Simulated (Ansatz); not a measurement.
In plane-wave PAW PBE (Ansatz code), SnC in the zinc blende structure (F-43m) relaxes to a = 5.088 Å. Sn has 4 nearest neighbours from 2.20 Å (tetrahedral); C has 4 nearest neighbours from 2.20 Å (tetrahedral). Against the elements it lies at 79 kJ/mol of atoms, with no fitted shifts.

The Kohn–Sham gap is 0.62 eV (direct). The valence maximum lies at Γ and the conduction minimum at Γ. Gap from PBE with spin–orbit coupling: 0.60 eV. The electron mass is 0.061 mₑ (isotropic).

The bulk modulus is 122 GPa.

The start of the workflow was typed in or built on a structure type; neither database checked (COD, Materials Project) lists it. Its standing as an ambient phase is unchecked. The cell was relaxed with PBE under the symmetry of its start; whether a distortion lowers the energy is not shown. Its formation energy is positive at this level, so the cell may be metastable or incomplete. The references are the lowest solids computed at this level, not always the standard phases. Spin–orbit coupling is left out wherever it is not named.

Potentials: the earlier of the program's two PAW sets.
